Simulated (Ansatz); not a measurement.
**Cold compression of As (hcp type)**

```xyz
2
Lattice="2.9478 0.0000 0.0000 -1.4739 2.5529 0.0000 0.0000 0.0000 4.8907" Properties=species:S:1:pos:R:3 pbc="T T T"
As    0.0000    1.7019    1.2227
As    1.4739    0.8510    3.6680
```

The cell comes from a relaxation on PAW files under the same functional, begun from a prototype that needn't be the stable phase.

Its volume is scaled, and at each volume shape and atoms are relaxed on PAW files; all methods then take that cell.

All numbers are PBEsol results (scalar-relativistic) from Ansatz 0.2.0, with a Γ-centred 14×14×8 k mesh, Fermi–Dirac smearing of 0.08 eV, no spin polarisation. Methods: LAPW: all electrons, basis error target 1 meV/atom; PAW: frozen-core files, cutoff 420 eV; crystal datasets: all electrons, by PAW datasets that the program makes for each cell; norm-conserving: pseudopotentials, cutoff 1143 eV; PAW (cutoff 1000 eV): frozen-core files, cutoff 1000 eV.

Energies are extrapolated to zero smearing and count from the unscaled cell; pressure is positive in compression; gaps take the mesh and a band path. No temperature or zero-point motion is included.

The PAW files were made under PBE. The structure type is held throughout; the real material can change phase at far lower pressure.

```tsv
V/V0	V (Å³/atom)	P LAPW (GPa)	ΔE LAPW (eV/atom)	P PAW − LAPW (GPa)	ΔE PAW − LAPW (meV/atom)	space group	shortest distance (Å)
1.00	18.40	0.02	0.000	-0.03	0.0	P6_3/mmc	2.948
0.88	16.19	?	?	?	?	?	?
0.78	14.35	38.6	0.389	-0.03	-0.6	P6_3/mmc	2.717
0.68	12.51	79.6	1.044	-0.06	-1.1	P6_3/mmc	2.600
0.58	10.67	157.1	2.352	-0.06	-1.8	P6_3/mmc	2.467
0.50	9.20	276.3	4.286	0.05	-2.0	P6_3/mmc	2.342
0.43	7.91	467.6	7.194	0.38	-0.3	P6_3/mmc	2.198
```

(1) Fit the Vinet equation to the LAPW pressures shown (residuals weighted by 1/(|P| + 0.03·Pmax)), and predict the pressure of the withheld row.

(2) From the table, what is the rise of the enthalpy H = E + pV up to the last row, and how stiff is the crystal between the last two rows?

(3) At the smallest volume, how far do crystal datasets and norm-conserving and PAW (cutoff 1000 eV) lie from LAPW in pressure?

(4) How do the Löwdin populations by LAPW change from the unscaled cell to the last row?

Answers

(1) The fit gives V0 = 18.42 Å³/atom, B0 = 83.3 GPa and B0′ = 4.95. At 16.19 Å³/atom, x = (V/V0)^(1/3) = 0.9580, and P = 3·B0·(1 − x)/x²·exp[1.5·(B0′ − 1)·(1 − x)] = 14.65 GPa. The run itself gave 15.31 GPa (-4.3 % off) and ΔE = 0.093 eV/atom.

(2) ΔH = 7.194 eV + (467.6 GPa × 7.91 Å³ − 0.02 GPa × 18.40 Å³) × 0.006242 eV/(GPa·Å³) = 30.29 eV/atom, of which pV makes 76 %. The mean bulk modulus there is −ΔP/Δln V = 1270 GPa.

(3) crystal datasets: 0.00 GPa; norm-conserving: +1.29 GPa; PAW (cutoff 1000 eV): +0.25 GPa, on a LAPW pressure of 467.6 GPa.

(4) As 4s 1.90 → 1.54, As 4p 3.04 → 3.31 electrons an atom. These are projections on the shells that the free atoms fill; 0.12 e a cell lies outside them at the start and 0.35 e at the end.
